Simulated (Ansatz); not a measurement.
The end point of a relaxation of TePb. Space group Fm-3m (No. 225), rock salt type. Computed with r2SCAN (plane waves to 500 eV, PAW, scalar-relativistic; Ansatz, a program for electronic structure).

```xyz
2
Lattice="0.0000 3.2671 3.2671 3.2671 0.0000 3.2671 3.2671 3.2671 0.0000" Properties=species:S:1:pos:R:3 pbc="T T T"
Te     0.0000     0.0000     0.0000
Pb     3.2671     3.2671     3.2671
```

Question: What is the computed band gap (r2SCAN)?

Answer: 1.09 eV, direct at L (no spin-orbit coupling).

No spin polarisation in the result. Without spin-orbit coupling the bands of the heavy element are not split, so the gap can be far off.

Measured for TePb: gap 0.19 eV (0 K or low temperature; as listed in arXiv:2302.06325). Computed minus measured — gap: r2SCAN +0.90 eV. The computed values are for a static lattice, and a measured gap can be an optical one, lowered by exciton binding.

The run could not lose the symmetry of its start.
